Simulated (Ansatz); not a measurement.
**Does relaxation matter for the field gradients of Al2O3 with Br replacing O?**

Start: a supercell of Al2O3 (corundum type, R-3c) built from a computed structure from the Materials Project (it need not be an observed phase), with all atoms left at the host's positions.

Space group C2 (No. 5); a = 10.3559, b = 9.6101, c = 7.0640 Å, β = 95.84°.

| site | Wyckoff | site symmetry | x | y | z |
| --- | --- | --- | --- | --- | --- |
| Al1 | 4c | 1 | 0.6479 | 0.0000 | 0.1021 |
| Al2 | 4c | 1 | 0.1479 | 0.0000 | 0.1021 |
| Al3 | 4c | 1 | 0.3979 | 0.7500 | 0.6021 |
| Al4 | 4c | 1 | 0.3979 | 0.2500 | 0.6021 |
| Al9 | 4c | 1 | 0.1479 | 0.0000 | 0.6021 |
| Al10 | 4c | 1 | 0.6479 | 0.0000 | 0.6021 |
| Al11 | 4c | 1 | 0.3979 | 0.2500 | 0.1021 |
| Al12 | 4c | 1 | 0.3979 | 0.7500 | 0.1021 |
| Br | 2b | 2 | 0.5000 | 0.9031 | 0.5000 |
| O18 | 2b | 2 | 0.5000 | 0.4031 | 0.5000 |
| O19 | 4c | 1 | 0.7500 | 0.1531 | 0.0000 |
| O21 | 4c | 1 | 0.5765 | 0.8265 | 0.1531 |
| O22 | 4c | 1 | 0.5765 | 0.3265 | 0.1531 |
| O23 | 4c | 1 | 0.8265 | 0.0765 | 0.6531 |
| O24 | 4c | 1 | 0.3265 | 0.0765 | 0.6531 |
| O25 | 4c | 1 | 0.4235 | 0.1735 | 0.3469 |
| O26 | 4c | 1 | 0.4235 | 0.6735 | 0.3469 |
| O27 | 4c | 1 | 0.1735 | 0.9235 | 0.8469 |
| O28 | 4c | 1 | 0.6735 | 0.9235 | 0.8469 |
| O37 | 2a | 2 | 0.5000 | 0.0969 | 0.0000 |
| O38 | 2a | 2 | 0.5000 | 0.5969 | 0.0000 |
| O39 | 4c | 1 | 0.2500 | 0.8469 | 0.5000 |

One atom of each set is listed; the run and its k-mesh use a cell of 40 atoms with edges of 7.06, 7.06, 7.06 Å.

Level of theory: DFT, PBE, plane waves and PAW, scalar-relativistic, 420 eV cutoff, Γ-centred 3×3×3 k-points, Fermi–Dirac smearing 0.01 eV, cell charge +1 (Ansatz 0.2.0).

The largest force at the start is 16 eV/Å. Relaxing the ions at fixed cell moves them by 0.391 Å at most (atom 13, Al) and 0.118 Å rms.

| site | moved (Å) | first shell before | first shell after | V_zz before (10²¹ V/m²) | η before |
| --- | --- | --- | --- | --- | --- |
| Al1 | 0.021 | 6 O at 1.87–1.99 Å | 6 O at 1.87–2.00 Å | 0.56 | 0.60 |
| Al2 | 0.127 | 6 O at 1.87–1.99 Å | 6 O at 1.82–2.00 Å | 0.57 | 0.29 |
| Al3 | 0.161 | 5 O at 1.87–1.99 Å, 1 Br at 1.99 Å | 5 O at 1.76–2.05 Å, 1 Br at 2.29 Å | -1.10 | 0.55 |
| Al9 | 0.092 | 6 O at 1.87–1.99 Å | 6 O at 1.82–2.10 Å | 0.66 | 0.68 |
| Al10 | 0.391 | 5 O at 1.87–1.99 Å, 1 Br at 1.87 Å | 5 O at 1.74–2.07 Å, 1 Br at 2.18 Å | -2.33 | 0.30 |
| Al11 | 0.039 | 6 O at 1.87–1.99 Å | 6 O at 1.85–1.98 Å | 0.53 | 0.31 |
| Al12 | 0.019 | 6 O at 1.87–1.99 Å | 6 O at 1.87–2.01 Å | 0.62 | 0.51 |
| Br | 0.188 | 4 Al at 1.87–1.99 Å | 4 Al at 2.18–2.29 Å | -4.57 | 0.24 |
| O18 | 0.019 | 4 Al at 1.87–1.99 Å | 4 Al at 1.84–1.97 Å | -4.29 | 0.50 |
| O23 | 0.177 | 4 Al at 1.87–1.99 Å | 4 Al at 1.74–2.10 Å | -4.15 | 0.51 |
| O24 | 0.098 | 4 Al at 1.87–1.99 Å | 4 Al at 1.88–2.04 Å | -2.79 | 0.73 |
| O25 | 0.076 | 4 Al at 1.87–1.99 Å | 4 Al at 1.84–2.03 Å | -3.55 | 0.71 |
| O28 | 0.060 | 4 Al at 1.87–1.99 Å | 4 Al at 1.83–1.99 Å | -4.38 | 0.31 |
| O39 | 0.043 | 4 Al at 1.87–1.99 Å | 4 Al at 1.85–2.07 Å | -4.21 | 0.68 |

Q: What are V_zz and η after the relaxation?

A: 

```tsv
site	V_zz after	η after	change of V_zz
Al1	0.70	0.54	+0.14
Al2	-0.73	0.99	–
Al3	-1.88	0.80	-0.78
Al9	1.38	0.31	+0.72
Al10	-2.10	0.82	+0.23
Al11	0.55	0.91	+0.02
Al12	0.60	0.76	-0.02
Br	-11.39	0.66	-6.82
O18	-3.31	0.35	+0.98
O23	3.12	0.79	–
O24	-5.78	0.20	-2.99
O25	-5.20	0.13	-1.65
O28	-3.98	0.98	+0.40
O39	-3.65	0.76	+0.56
```

The largest change of V_zz along a kept axis is on Br, from -4.57 to -11.39. In per cent, |V_zz| changes by -10 to +110 on Al, +149 on Br, -23 to +107 on O (all sites that start above 0.5, bar those whose gradient vanishes or changes sign or whose main axis turns by over 40°). Where |V_zz| stays above 0.1 and the axes keep their order, η moves most on O28, from 0.31 to 0.98. On O39, Al9, Al12, Al1, Al11 V_xx and V_yy change places (or their axes turn by over 50°), so the two values of η hide a larger change. On O23, Al2 the largest principal value lies along another axis in the second run, so the two V_zz can't be compared directly. The table leaves out 8 of the 22 sites, with |V_zz| up to 4.26; their tensors move by 1.35 at most along any direction. The statements above cover all sites. The host's own positions weren't relaxed first, so part of the change far from the defect can be the host's relaxation.

The defect repeats with the cell of 40 atoms, so it feels its images: sites between two images don't show the values beside a lone defect, and zeros or small values of η there can come from the images' arrangement. Al and O carry a gradient in the pure host already, so the values there aren't the defect's effect alone. A uniform background compensates the cell's charge.
Before: The cell keeps the host's lattice, where the PBE pressure is 18 GPa (in a charged cell this depends on the convention for the mean potential). The neighbours have not yet relaxed around the defect (largest force 16 eV/Å), so the values at and beside it are those of a strained start, not of the defect in a real crystal.
After: The relaxation keeps the site symmetry 2 of the start, so the impurity can move only along its axis; a start off the site could end lower. The cell keeps the host's lattice, where the PBE pressure is 14 GPa (in a charged cell this depends on the convention for the mean potential).
